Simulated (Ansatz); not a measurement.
InSb (zinc blende)

```
InSb
1.0
    0.00000     3.31748     3.31748
    3.31748     0.00000     3.31748
    3.31748     3.31748     0.00000
Sb In
1 1
Direct
  0.75000   0.75000   0.75000
  0.00000   0.00000   0.00000
```

This relaxed cell (volume V₀) is scaled evenly in all directions, its shape held. Symmetry pins the atoms to their sites.

These are PBE (plane waves to 420 eV, PAW, scalar-relativistic; Ansatz, a program for electronic structure) values and carry that method's errors. k mesh 12×12×12 (Γ-centred), Fermi-Dirac smearing 0.05 eV. Energies are smeared free energies. At this level the bands of InSb touch or barely overlap; measurements give the solid a gap. InSb was relaxed with its symmetry unable to fall. Spin-orbit coupling is left out, though Sb is heavy. The PAW data are Ansatz's earlier set. ΔE is measured from the relaxed starting cell. The last digit holds for this mesh only.

| V (Å³/atom) | ΔE (meV/atom) |
|---|---|
| 30.669 | 150.8 |
| 31.643 | 98.6 |
| 32.616 | 59.6 |
| 33.590 | 31.7 |
| 34.564 | 13.3 |
| 35.537 | 3.2 |
| 36.511 | 0.0 |
| 37.485 | 2.8 |
| 38.458 | 10.7 |
| 39.432 | 22.9 |
| 40.406 | 38.8 |
| 41.379 | 57.9 |
| 42.353 | 79.7 |

**Question.** What is the fitted pressure derivative B₀′?

**Answer.** 4.9.

**Question.** What bulk modulus B₀ follows from a third-order Birch-Murnaghan fit?

**Answer.** 36.6 GPa. Check by three points about V = 36.511 Å³/atom, step 1.947: d²E/dV² ≈ (13 − 2·0 + 11) meV / 1.947² = 0.00633 eV/Å⁶, and V·d²E/dV² × 160.2 = 37.0 GPa.

(Under strain, the slope of the energy per volume gives the stress and its curvature an elastic modulus.)
